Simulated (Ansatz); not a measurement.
The numbers come from plane-wave PAW DFT (Ansatz): r2SCAN, no spin polarisation, 500 eV, 8×8×5 Γ-centred k points, fermi-dirac occupations (width 0.1 eV). Nothing was relaxed.

Computed maps in the lattice plane spanned by a (left to right, 5.05 Å, 15 points from zero) and b (bottom to top, 5.05 Å, 15 points from zero), 120° apart, at height 0.252 along c. The fields are smooth PAW ones with compensation charges, not the true ones near nuclei.

Valence density. Digits on a logarithmic scale: 0 up to 0.03 e/Å³, each further digit a factor of 1.6, 9 from 1.3 e/Å³ up:
```
666569999965666
665569999655666
655567776555666
566666666665555
799766679976556
999766799996569
999767999996699
999669999976799
996569999766799
765567997666799
555556666666666
666655567776555
666655699996556
666656999996566
666657999975666
```

Q: The cell is ScMn$_{6}$Si$_{6}$. Which atoms lie within 0.2 Å of this plane, and where (fractions of a and b)?

A: Mn at (0.50, 0.00), Mn at (0.50, 0.50), Mn at (0.00, 0.50). The whole cell:
```
CELL_PARAMETERS angstrom
5.05422 0.00000 0.00000
-2.52711 4.37709 0.00000
0.00000 0.00000 7.90891
ATOMIC_POSITIONS crystal
Si 0.00000 0.00000 0.16600
Si 0.00000 0.00000 0.83400
Mn 0.50000 0.00000 0.25200
Mn 0.50000 0.50000 0.25200
Mn 0.00000 0.50000 0.25200
Mn 0.00000 0.50000 0.74800
Mn 0.50000 0.50000 0.74800
Mn 0.50000 0.00000 0.74800
Sc 0.00000 0.00000 0.50000
Si 0.33330 0.66670 0.00000
Si 0.66660 0.33330 0.00000
Si 0.33330 0.66670 0.50000
Si 0.66660 0.33330 0.50000
```

Origin: a known structure type with other elements, at an estimated volume, so it need not be a known compound. Caveats: no spin polarisation, so a magnetic state may lie lower; atoms or cell far from equilibrium.
